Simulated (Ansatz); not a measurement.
NbRu3:
```
CELL_PARAMETERS angstrom
      3.87158     0.00000     0.00000
      0.00000     3.87158     0.00000
      0.00000     0.00000     3.87158
ATOMIC_POSITIONS crystal
  Nb 0.00000 0.00000 0.00000
  Ru 0.00000 0.50000 0.50000
  Ru 0.50000 0.00000 0.50000
  Ru 0.50000 0.50000 0.00000
```

Relaxed with r²SCAN. Special points in fractions of this cell's reciprocal vectors: Γ (0.000, 0.000, 0.000); X (0.000, 0.500, 0.000); M (0.500, 0.500, 0.000); R (0.500, 0.500, 0.500).

Problem. List the band energies nearest the Fermi level at these points for r²SCAN (plane waves, PAW; program Ansatz).

Solution. In eV from the Fermi level; about four levels below and three above (degenerate sets whole), none deeper than 8.9 eV; points with the same levels are listed once.

| k | below | above |
|---|---|---|
| Γ | -5.39 -5.39 -5.39 -1.91 -1.91 -1.91 | 0.47 0.47 1.88 |
| X | -0.79 -0.49 -0.49 -0.35 | 0.89 1.15 1.15 |
| M | -1.01 -1.00 -1.00 -0.23 | 0.00 1.74 1.76 1.76 |
| R | -1.99 -1.99 -1.99 -1.58 -1.58 | 1.05 1.60 1.60 1.60 |

Space group Pm-3m (Cu3Au type). The workflow started from a Materials Project entry (that database holds measured and hypothetical structures alike); the Crystallography Open Database copy checked does not list it. With Nb and Ru taken as one species the cell has the higher symmetry Fm-3m, so it may be an ordered model of a mixed-site phase. Its standing as an ambient phase is unchecked. The r²SCAN relaxation kept the symmetry of its start; its stability against distortions is not shown here. The run is not spin-polarised. Scalar-relativistic: spin–orbit coupling is off unless named, which matters more the heavier the elements.

Potentials: the later of the program's two PAW sets.
